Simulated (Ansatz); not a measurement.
Molecular dynamics on a 1×2×2 supercell (32 atoms) of SnSe (Pnma), relaxed with r2SCAN+rVV10. Forces come from PBE in Ansatz: a Langevin thermostat at fixed volume, 450 K, steps of 1.5 fs. Classical nuclei, no spin polarisation; a few dozen steps show the first response, not equilibrium.

```yaml
crystal:
  lattice:
    - [11.57949627, 0.0, 0.0]
    - [0.0, 8.254292124, 0.0]
    - [0.0, 0.0, 9.1333863111]
  atoms:
    - { symbol: Sn, position: [0.1187874251, 0.125, 0.0564677315] }
    - { symbol: Sn, position: [0.3812125749, 0.375, 0.3064677315] }
    - { symbol: Sn, position: [0.6187874251, 0.125, 0.1935322685] }
    - { symbol: Sn, position: [0.8812125749, 0.375, 0.4435322685] }
    - { symbol: Se, position: [0.3531524639, 0.125, 0.0059931272] }
    - { symbol: Se, position: [0.1468475361, 0.375, 0.2559931272] }
    - { symbol: Se, position: [0.8531524639, 0.125, 0.2440068728] }
    - { symbol: Se, position: [0.6468475361, 0.375, 0.4940068728] }
    - { symbol: Sn, position: [0.1187874251, 0.125, 0.5564677315] }
    - { symbol: Sn, position: [0.3812125749, 0.375, 0.8064677315] }
    - { symbol: Sn, position: [0.6187874251, 0.125, 0.6935322685] }
    - { symbol: Sn, position: [0.8812125749, 0.375, 0.9435322685] }
    - { symbol: Se, position: [0.3531524639, 0.125, 0.5059931272] }
    - { symbol: Se, position: [0.1468475361, 0.375, 0.7559931272] }
    - { symbol: Se, position: [0.8531524639, 0.125, 0.7440068728] }
    - { symbol: Se, position: [0.6468475361, 0.375, 0.9940068728] }
    - { symbol: Sn, position: [0.1187874251, 0.625, 0.0564677315] }
    - { symbol: Sn, position: [0.3812125749, 0.875, 0.3064677315] }
    - { symbol: Sn, position: [0.6187874251, 0.625, 0.1935322685] }
    - { symbol: Sn, position: [0.8812125749, 0.875, 0.4435322685] }
    - { symbol: Se, position: [0.3531524639, 0.625, 0.0059931272] }
    - { symbol: Se, position: [0.1468475361, 0.875, 0.2559931272] }
    - { symbol: Se, position: [0.8531524639, 0.625, 0.2440068728] }
    - { symbol: Se, position: [0.6468475361, 0.875, 0.4940068728] }
    - { symbol: Sn, position: [0.1187874251, 0.625, 0.5564677315] }
    - { symbol: Sn, position: [0.3812125749, 0.875, 0.8064677315] }
    - { symbol: Sn, position: [0.6187874251, 0.625, 0.6935322685] }
    - { symbol: Sn, position: [0.8812125749, 0.875, 0.9435322685] }
    - { symbol: Se, position: [0.3531524639, 0.625, 0.5059931272] }
    - { symbol: Se, position: [0.1468475361, 0.875, 0.7559931272] }
    - { symbol: Se, position: [0.8531524639, 0.625, 0.7440068728] }
    - { symbol: Se, position: [0.6468475361, 0.875, 0.9940068728] }
kpoints:
  mp_grid: { grid: [2, 2, 2] }
hamiltonian:
  xc: pbe
scf:
  occupations: { method: fermi_dirac, width: 0.039 }
md:
  ensemble: nvt_langevin
  temperature: 450
  timestep: 1.5
  n_steps: 20
  initial_velocities: maxwell_boltzmann
  seed: 2001
```

Command: `ansatz run input.yaml --threads 4 --pin off --max-ram 5529MiB --backend cpu --events-out ev --progress --plain --runs-dir out`. It ended after 7.6 min on 4 threads of Arm Neoverse V1, with other jobs on the host, load about 0.4 per core; peak host memory 4.5 GiB.

```tsv
step	t (fs)	T (K)	free energy F from step 0 (meV/atom)	kinetic energy (meV/atom)	largest force (eV/Å)
0	0	436	0.0	56.3	0.21
1	1.5	428	0.1	55.3	0.24
2	3	391	0.3	50.5	0.28
3	4.5	379	0.6	49.0	0.32
4	6	377	0.9	48.7	0.36
5	7.5	373	1.3	48.2	0.39
6	9	387	1.8	50.0	0.43
7	10.5	375	2.3	48.5	0.46
8	12	366	2.9	47.3	0.50
9	13.5	361	3.7	46.6	0.54
10	15	353	4.5	45.6	0.58
```

The temperature goes from 436 K to 353 K in 15 fs. The thermostat hasn't had time to restore it. By the last step the atoms have moved 0.05 Å in the root mean square, the drift of the whole cell taken out, 0.08 Å at most. The job's limit cut the run after 10 of 20 steps.

Positions (Å) and forces (eV/Å) at step 10:
```
Sn   1.383   1.009   0.491    -0.206   0.121  -0.160
Sn   4.389   3.102   2.813     0.249  -0.185  -0.373
Sn   7.184   1.062   1.733    -0.024   0.073   0.294
Sn  10.178   3.114   4.081     0.396  -0.045  -0.100
Se   4.091   1.043   0.055     0.243   0.054   0.151
Se   1.709   3.111   2.297    -0.155  -0.109   0.265
Se   9.934   1.022   2.201    -0.059   0.121  -0.008
Se   7.529   3.083   4.513    -0.440   0.085  -0.067
Sn   1.336   1.039   5.080     0.114  -0.011  -0.085
Sn   4.411   3.108   7.350     0.134  -0.162  -0.188
Sn   7.176   1.025   6.354    -0.255  -0.006   0.037
Sn  10.179   3.062   8.572     0.359   0.160   0.352
Se   4.108   1.049   4.617    -0.099  -0.147   0.151
Se   1.698   3.092   6.923    -0.152   0.014   0.016
Se   9.860   1.030   6.794     0.244  -0.186  -0.191
Se   7.502   3.167   9.064    -0.292  -0.155  -0.123
Sn   1.429   5.154   0.485    -0.497  -0.063  -0.264
Sn   4.404   7.187   2.804     0.117   0.298  -0.228
Sn   7.148   5.174   1.796     0.177  -0.043   0.244
Sn  10.196   7.215   4.051     0.038   0.033   0.083
Se   4.083   5.178  -0.009     0.408  -0.065   0.403
Se   1.680   7.200   2.281     0.040   0.079   0.417
Se   9.957   5.181   2.206    -0.259  -0.108  -0.036
Se   7.458   7.218   4.530    -0.010  -0.041  -0.146
Sn   1.415   5.166   5.090    -0.194   0.002  -0.092
Sn   4.400   7.247   7.380     0.134   0.117  -0.329
Sn   7.168   5.140   6.392    -0.013   0.043  -0.064
Sn  10.188   7.189   8.637     0.224   0.062   0.148
Se   4.129   5.147   4.585     0.020   0.065   0.506
Se   1.677   7.241   6.944    -0.082  -0.007  -0.050
Se   9.905   5.161   6.776     0.021   0.003  -0.170
Se   7.489   7.217   9.123    -0.183   0.003  -0.392
```
